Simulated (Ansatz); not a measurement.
An Ansatz (a program for electronic structure) input:

Ansatz 0.2 input:
```yaml
crystal:
  lattice:
    - [4.0348799675, 0.0, 0.0]
    - [-2.0174399838, 3.4943085531, 0.0]
    - [0.0, 0.0, 5.2030987657]
  atoms:
    - { symbol: Ba, position: [0.0, 0.0, 0.0] }
    - { symbol: Si, position: [0.6666666667, 0.3333333333, 0.5597692131] }
    - { symbol: Si, position: [0.3333333333, 0.6666666667, 0.4402307869] }
kpoints:
  mp_grid: { grid: [9, 9, 6] }
  band_path:
    path:
      - [[0.0, 0.0, 0.0], [0.5, 0.0, 0.0], [0.3333333333, 0.3333333333, 0.0], [0.0, 0.0, 0.0], [0.0, 0.0, 0.5], [0.5, 0.0, 0.5], [0.3333333333, 0.3333333333, 0.5], [0.0, 0.0, 0.5]]  # Γ-M-K-Γ-A-L-H-A
      - [[0.5, 0.0, 0.5], [0.5, 0.0, 0.0]]  # L-M
      - [[0.3333333333, 0.3333333333, 0.5], [0.3333333333, 0.3333333333, 0.0]]  # H-K
    npoints: 8
basis: { xc_grid: 2 }
hamiltonian:
  xc: pbesol
  pseudopotentials: { kind: paw }
magnetization: { noncollinear: true, spin_orbit: true }
scf:
  n_extra_bands: 12
  convergence: { dr2_threshold: 0.0000000001 }
  occupations: { method: gaussian, width: 0.05 }
output: { eigenvalues: true }
```

Task: How many symmetry operations and irreducible k-points will the run report?

Result: 12 operations, 62 of 486 k-points.

Task: With a cutoff of 420 eV, how many plane waves at Γ?

Result: 1409.

It took about 29 core-seconds (a rough figure) on shared server cores.

Space group P-3m1. The first step of the workflow began from a Materials Project structure, measured or hypothetical; the Crystallography Open Database copy checked does not list it. COD files the formula under space group No. 62, 191, so this cell is another polymorph or a model. Whether it is the stable phase at ambient conditions was not checked. The PBEsol relaxation kept the symmetry of its start; of distortions, only those at the zone centre were tested.

Potentials: the later of the program's two PAW sets.

Ansatz is a plane-wave DFT program.
